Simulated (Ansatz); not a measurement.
Relaxed candidate structures of Cu:

A. Im-3m (No. 229), cI6; a = b = c = 4.5544 Å, α = β = γ = 90.00°; Cu 6b (0.000, 0.000, 0.500)

B. P4₁22 (No. 91), tP4; a = 5.2692 Å, b = 5.2692 Å, c = 2.4002 Å, α = 90.00°, β = 90.00°, γ = 90.00°; Cu 4a (0.000, 0.303, 0.000)

C. Fm-3m (No. 225), cF4, fcc (Cu type); a = 3.5768 Å, b = 3.5768 Å, c = 3.5768 Å, α = 90.00°, β = 90.00°, γ = 90.00°; Cu 4a (0.000, 0.000, 0.000)

D. Fmmm (No. 69), oF8; a = 2.532 Å, b = 4.215 Å, c = 9.014 Å, α = 90.00°, β = 90.00°, γ = 90.00°; Cu 8i (0.000, 0.000, 0.132)

E. I4/mmm (No. 139), tI2; a = b = 2.8981 Å, c = 2.7344 Å, α = β = γ = 90.00°; Cu 2a (0.000, 0.000, 0.000)

F. Fddd, origin choice 1 (No. 70), oF8, AFLOW prototype A_oF8_70_a; a = 2.463 Å, b = 4.445 Å, c = 8.457 Å, α = β = γ = 90.00°; Cu 8a (0.000, 0.000, 0.000)

Problem. Put the candidates in order of energy per atom, lowest first, for r2SCAN (plane waves to 500 eV, PAW, scalar-relativistic; Ansatz, a first-principles code).

Solution. C (reference, the lowest of the structures calculated here), E (+0.04 eV/atom), F (+0.06 eV/atom), D (+0.18 eV/atom), B (+0.59 eV/atom), A (+0.85 eV/atom)

Each run could gain symmetry but not lose that of its start, so entries can be saddle points. From databases, or of a type measured for this composition: Fm-3m, cF4, fcc (Cu type); the others are generated cells (placed on structure types, drawn at random, substituted or restacked) that were not matched to a known phase here. Energies are at zero temperature and pressure, without zero-point motion. The runs use different k-meshes, so differences are rounded accordingly. No spin polarisation in the result.
